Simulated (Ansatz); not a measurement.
## Band structure of GdN

```yaml
crystal:
  lattice:
    - [0.00000, 2.49179, 2.49179]
    - [2.49179, 0.00000, 2.49179]
    - [2.49179, 2.49179, 0.00000]
  atoms:
    - { symbol: Gd, position: [0.00000, 0.00000, 0.00000] }
    - { symbol: N, position: [0.50000, 0.50000, 0.50000] }
```

Atom numbers follow the list: Gd1, N2.

The cell was built from the rocksalt type and relaxed in the same program, and has space group Fm-3m; it needn't be a known or the stable phase.

Semilocal functionals without a Hubbard term describe localised f shells poorly; where the shell is localised, the real material differs.

The magnetic state is the one reached from the start moments; no search over orders was made, so it needn't be the ground state.

Spin–orbit coupling is left out, though it moves levels of the heavy atoms by tenths of an eV or more.

These are results of DFT, PBE, all-electron LAPW, scalar-relativistic (Ansatz 0.2.0), not measurements.

Sampling and basis: a Γ-centred 15×15×15 k mesh, Fermi–Dirac smearing of 0.05 eV, basis error target 0.25 meV/atom, spin-polarised from start moments Gd1 7 μB, ending with a cell moment of 7.00 μB.

Points in fractions of the reciprocal vectors of this cell: Γ (0, 0, 0), X (0.5, 0, 0.5), U (0.625, 0.25, 0.625), K (0.375, 0.375, 0.75), L (0.5, 0.5, 0.5), W (0.5, 0.25, 0.75). The path joins them by straight lines in the order Γ–X–U–K–Γ–L–W–X; legs that retrace an earlier one aren't tabulated. Energies are in eV from the Fermi level.

**Question.** Metal or insulator at this level of theory?

**Answer.** No gap opens: metallic or semimetallic.

**Question.** Tabulate bands 22 to 28 of the spin-up channel, counted from the lowest band of the run, along the path.

**Answer.** 
| k (1/Å) | point | band 22 | band 23 | band 24 | band 25 | band 26 | band 27 | band 28 |
| --- | --- | --- | --- | --- | --- | --- | --- | --- |
| 0.00 | Γ | -3.17 | 0.18 | 0.18 | 0.18 | 2.39 | 2.39 | 2.39 |
| 0.32 |  | -3.19 | -1.34 | -0.17 | -0.17 | 1.78 | 3.40 | 3.40 |
| 0.63 |  | -3.23 | -2.53 | -0.43 | -0.43 | 0.64 | 4.70 | 5.33 |
| 0.95 |  | -3.24 | -2.29 | -0.36 | -0.36 | -0.24 | 5.87 | 6.07 |
| 1.26 | X | -3.23 | -1.54 | -0.58 | -0.27 | -0.27 | 6.40 | 6.46 |
| 1.37 |  | -3.23 | -1.56 | -0.89 | -0.37 | 0.06 | 6.55 | 6.56 |
| 1.48 |  | -3.22 | -1.59 | -1.35 | -0.64 | 0.55 | 6.77 | 6.79 |
| 1.60 |  | -3.22 | -1.83 | -1.65 | -1.00 | 1.17 | 6.24 | 6.95 |
| 1.71 | U | -3.21 | -2.31 | -1.70 | -1.39 | 1.90 | 5.70 | 6.56 |
| 1.90 |  | -3.19 | -2.47 | -1.75 | -1.63 | 2.57 | 4.78 | 6.84 |
| 2.09 |  | -3.18 | -2.51 | -1.80 | -1.75 | 3.54 | 3.66 | 7.00 |
| 2.29 |  | -3.19 | -2.47 | -1.75 | -1.63 | 2.57 | 4.78 | 6.84 |
| 2.48 | K | -3.21 | -2.31 | -1.70 | -1.39 | 1.90 | 5.70 | 6.56 |
| 2.81 |  | -3.19 | -3.00 | -2.21 | -1.71 | 4.28 | 4.45 | 5.12 |
| 3.15 |  | -3.18 | -2.55 | -1.95 | -1.23 | 3.26 | 3.72 | 5.02 |
| 3.48 |  | -3.17 | -1.19 | -0.79 | -0.36 | 2.62 | 2.74 | 3.40 |
| 3.82 | Γ | -3.17 | 0.18 | 0.18 | 0.18 | 2.39 | 2.39 | 2.39 |
| 4.09 |  | -3.16 | -0.81 | -0.43 | -0.43 | 2.60 | 2.81 | 2.81 |
| 4.36 |  | -3.16 | -2.21 | -1.46 | -1.46 | 3.14 | 3.84 | 3.84 |
| 4.63 |  | -3.16 | -2.99 | -2.29 | -2.29 | 4.14 | 5.10 | 5.10 |
| 4.91 | L | -3.16 | -3.16 | -2.68 | -2.68 | 5.00 | 5.77 | 5.77 |
| 5.13 |  | -3.19 | -3.17 | -2.49 | -2.49 | 4.81 | 4.83 | 5.85 |
| 5.35 |  | -3.18 | -3.10 | -2.11 | -2.09 | 3.96 | 4.22 | 6.33 |
| 5.58 |  | -3.18 | -2.51 | -1.80 | -1.75 | 3.54 | 3.66 | 7.00 |
| 5.80 | W | -3.17 | -2.13 | -1.69 | -1.69 | 3.45 | 3.45 | 6.70 |
| 5.96 |  | -3.19 | -1.90 | -1.69 | -1.59 | 2.28 | 4.69 | 6.66 |
| 6.11 |  | -3.21 | -1.63 | -1.37 | -1.31 | 1.22 | 5.91 | 6.56 |
| 6.27 |  | -3.23 | -1.57 | -0.99 | -0.61 | 0.33 | 6.47 | 6.86 |
| 6.43 | X | -3.23 | -1.54 | -0.58 | -0.27 | -0.27 | 6.40 | 6.46 |
